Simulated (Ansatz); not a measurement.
LuH$_{2}$ (fluorite, Fm-3m), r²SCAN (plane waves, PAW; program Ansatz), all energies at zero smearing, with the estimated change up to a 700 eV cutoff added, with one set of potentials and settings (totals compare only within such a set). Cell of 3 atoms (1 Lu, 2 H): -14777.891 eV.

```csv
element,reference phase,E (eV/atom)
Lu,"P6_3/mmc, 2 atoms in the cell",-14743.6978
H,"P2_12_12_1, 8 atoms in the cell",-15.9458
```

Formation energy per atom, worked out: (-14777.891 − 1×(-14743.6978) − 2×(-15.9458))/3 = -0.767 eV/atom (-74 kJ per mol of atoms), at 0 K, without zero-point energy or fitted corrections.

The workflow started from an entry of the Crystallography Open Database (COD). Whether it is the stable phase at ambient conditions was not checked. The r²SCAN relaxation kept the symmetry of its start; whether a distortion lowers the energy is not shown. The references are the lowest solids computed at this level, not always the standard phases (solids in place of the gases). Spin–orbit coupling is left out wherever it is not named.

Potentials: the later of the program's two PAW sets.
